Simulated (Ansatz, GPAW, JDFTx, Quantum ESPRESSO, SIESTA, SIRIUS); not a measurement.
One calculation of HPbNO4, 6 ways

```
H Pb N O
1.0
     3.85707    0.00178   -0.03658
     0.17353    4.33436   -0.01647
     0.75803    0.83873    5.87662
H Pb N O
1 1 1 4
Direct
  0.61511 0.89559 0.19844
  0.64597 0.44651 0.91685
  0.71474 0.23810 0.50058
  0.16958 0.47007 0.77768
  0.62919 0.97045 0.49845
  0.56424 0.92583 0.03849
  0.78022 0.42250 0.31951
```

The cell comes from a database or a generator and needn't be the stable form of this composition.

Alike in all runs: task single point; functional PBE; k mesh 7 × 6 × 5; occupations fermi-dirac, width 0.05 eV; no spin polarisation; no spin-orbit coupling. Pressure is positive in compression and, in plane waves, holds the error of the finite cutoff.

```csv
program and potentials,plane-wave cutoff (eV),notes,pressure (GPa),largest force (eV/Å)
"Quantum ESPRESSO, SSSP 1.3 efficiency PBE",816,-,0.16,0.094
"JDFTx, PseudoDojo-SR-PBE-0.5-standard (H, N, O) + PseudoDojo-SR-PBE-0.4.1-standard (Pb) with smoothed tails",1143,-,0.26,0.195
"SIRIUS, PseudoDojo 0.4.1 PBE standard (scalar relativistic)",1152,-,0.27,0.195
"GPAW, GPAW PAW data sets (gpaw-data 1.2.1)",800,-,-0.62,0.104
"Ansatz, all-electron LAPW, scalar-relativistic",-,-,-0.03,0.074
"SIESTA, files PseudoDojo sr-pbe-0.4.1-standard, DZP (energy shift 0.003 Ry; two zetas on semicore shells)",-,atomic basis,3.66,1.524
```

Force on atom 4 (O), eV/Å:

```tsv
program and potentials	x	y	z
Quantum ESPRESSO, SSSP 1.3 efficiency PBE	-0.001	-0.002	-0.094
JDFTx, PseudoDojo-SR-PBE-0.5-standard (H, N, O) + PseudoDojo-SR-PBE-0.4.1-standard (Pb) with smoothed tails	0.000	-0.002	-0.093
SIRIUS, PseudoDojo 0.4.1 PBE standard (scalar relativistic)	0.000	-0.002	-0.092
GPAW, GPAW PAW data sets (gpaw-data 1.2.1)	0.000	0.006	0.087
Ansatz, all-electron LAPW, scalar-relativistic	0.001	0.001	0.001
SIESTA, files PseudoDojo sr-pbe-0.4.1-standard, DZP (energy shift 0.003 Ry; two zetas on semicore shells)	0.010	-0.015	-0.539
```

The pressure spans -0.62 (GPAW, GPAW PAW data sets (gpaw-data 1.2.1)) to 3.66 GPa (SIESTA, files PseudoDojo sr-pbe-0.4.1-standard, DZP (energy shift 0.003 Ry; two zetas on semicore shells)), with all-electron results at -0.03. Rows in atomic bases carry the error of their basis and grid, which can be large.

The functional is the same throughout but for its coding, so the spread measures potentials, basis and numerics; runs on potential files found faulty are left out.
